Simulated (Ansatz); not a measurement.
Here is the system:

Si in space group I4_132 (No. 214; Si on 8a), a = b = c = 6.4334 Å, α = β = γ = 90.00°; the cell used has 4 atoms.

This is the PBE-relaxed structure.

Problem. All from plane-wave PAW PBE (Ansatz code), unless another level is named. Estimate the electronic character.

Solution. metallic (no gap).

Problem. Next, the density of states at the Fermi level?

Solution. 0.86 states/eV per atom (mean over ±0.08 eV).

The start of the workflow was typed in or built on a structure type; neither database checked (COD, Materials Project) lists it. It is not the phase usual at ambient conditions (space group No. 227). The cell was relaxed with PBE under the symmetry of its start; its stability against distortions is not shown here.

Potentials: the later of the program's two PAW sets.
